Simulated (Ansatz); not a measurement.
**Notes on YbSi₂Pd₂**

```yaml
crystal:
  lattice:
    - [-2.06902, 2.06902, 4.98777]
    - [2.06902, -2.06902, 4.98777]
    - [2.06902, 2.06902, -4.98777]
  atoms:
    - { symbol: Yb, position: [0.00000, 0.00000, 0.00000] }
    - { symbol: Pd, position: [0.75000, 0.25000, 0.50000] }
    - { symbol: Pd, position: [0.25000, 0.75000, 0.50000] }
    - { symbol: Si, position: [0.37500, 0.37500, 0.00000] }
    - { symbol: Si, position: [0.62500, 0.62500, 0.00000] }
```

Method: PBEsol, no spin polarisation; PAW, plane waves to 420 eV, 6×6×6 Γ-centred mesh, fermi-dirac occupations (width 0.1 eV) (Ansatz 0.2.0), atoms fixed.

Question: Where is the largest force?

Answer: The largest is on Si4 (and as large on other atoms): 0.86 eV/Å, components (0.00, 0.00, 0.86). It makes 121° with the line to a nearest neighbour, Pd2 at 2.42 Å.

Question: What happens at the Fermi level?

Answer: It is a metal, with about 3.8 states/eV a cell as the mean within 0.25 eV of the Fermi level, mostly Yb f (31 %), Si p (26 %) and Pd d (19 %).

Question: Is it stable against the elements?

Answer: -0.89 eV an atom against the elements' usual phases (free molecules for gases, crystals otherwise, with no correction for O₂ or N₂), so it is bound against them; other compounds may still compete. Relaxing would lower it.

Question: What does the stress say?

Answer: The pressure is -1.5 GPa (compression positive), so with the atoms held at these fractions the cell would first shrink; the forces are large, so a full relaxation may end otherwise. The principal stresses -3.8, -0.4, -0.4 GPa differ, so its shape would change too.

Origin: a database entry at a rescaled volume. Caveats: no spin polarisation, so a magnetic state may lie lower; the k mesh is coarse if the cell is a metal; f levels without a U or exact exchange are poorly placed.
